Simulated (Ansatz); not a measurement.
Consider the following.

Ni$_{7}$Ge$_{4}$:
```
CELL_PARAMETERS angstrom
     -1.93305     4.90524     3.35651
      1.93305    -4.90524     3.35651
      1.93305     4.90524    -3.35651
ATOMIC_POSITIONS crystal
  Ni 0.61606 0.99366 0.62240
  Ni 0.37126 0.99366 0.37760
  Ni 0.12752 0.00290 0.12462
  Ni 0.87828 0.00290 0.87538
  Ni 0.66566 0.66566 0.00000
  Ni 0.08735 0.33286 0.75449
  Ni 0.57837 0.33286 0.24551
  Ge 0.91594 0.66599 0.24995
  Ge 0.41604 0.66599 0.75005
  Ge 0.31664 0.31664 0.00000
  Ge 0.86110 0.36110 0.50000
```

This is the LDA-relaxed structure.

Q: All from DFT-LDA in the program Ansatz with PAW potentials, unless another level is named. Predict the electronic character.

A: metallic (no gap).

Q: And the formation energy from the elements (no fitted shifts)?

A: -0.36 eV/atom.

Q: And the density of states at the Fermi level?

A: 0.52 states/eV per atom (mean over ±0.08 eV).

Space group Imm2. The workflow started from a Materials Project entry (that database holds measured and hypothetical structures alike); the Crystallography Open Database copy checked does not list it. Its standing as an ambient phase is unchecked. The LDA relaxation kept the symmetry of its start; whether a distortion lowers the energy is not shown. The run is not spin-polarised. The references are the lowest solids computed at this level, not always the standard phases. Spin–orbit coupling is left out wherever it is not named.

Potentials: the later of the program's two PAW sets.
